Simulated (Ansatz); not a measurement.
Cu Kα1 powder pattern (kinematic, no thermal factors).
| 2θ (°) | relative intensity |
| --- | --- |
| 20.80 | 10 |
| 28.98 | 9 |
| 35.94 | 100 |
| 41.44 | 67 |
| 42.32 | 31 |
| 46.80 | 5 |
| 52.11 | 4 |
| 60.04 | 20 |
| 60.72 | 39 |
| 64.27 | 2 |
| 68.03 | 2 |
| 72.00 | 26 |
| 73.24 | 13 |
| 76.19 | 19 |
| 80.61 | 1 |
| 83.48 | 2 |

The pattern is computed from a structure relaxed with Ansatz, DFT PBE, scalar-relativistic, plane waves, PAW. Collinear spin, ending at 3.1 μB a primitive cell. Its elements are Mn, N, Nb.

Q: Give the structure.

A: MnNbN₂.
Space group P4/mmm (No. 123). a = 3.079 Å, b = 3.079 Å, c = 4.268 Å, α = 90.00°, β = 90.00°, γ = 90.00°
```csv
atom,site,symmetry,x,y,z
Mn,1a,4/mmm,0.0000,0.0000,0.0000
Nb,1d,4/mmm,0.5000,0.5000,0.5000
N,1b,4/mmm,0.0000,0.0000,0.5000
N,1c,4/mmm,0.5000,0.5000,0.0000
```

A pattern alone doesn't exclude other cells with like lines; this is the one computed.

The structure comes from a generated guess; another structure or a mixture of phases may lie lower.
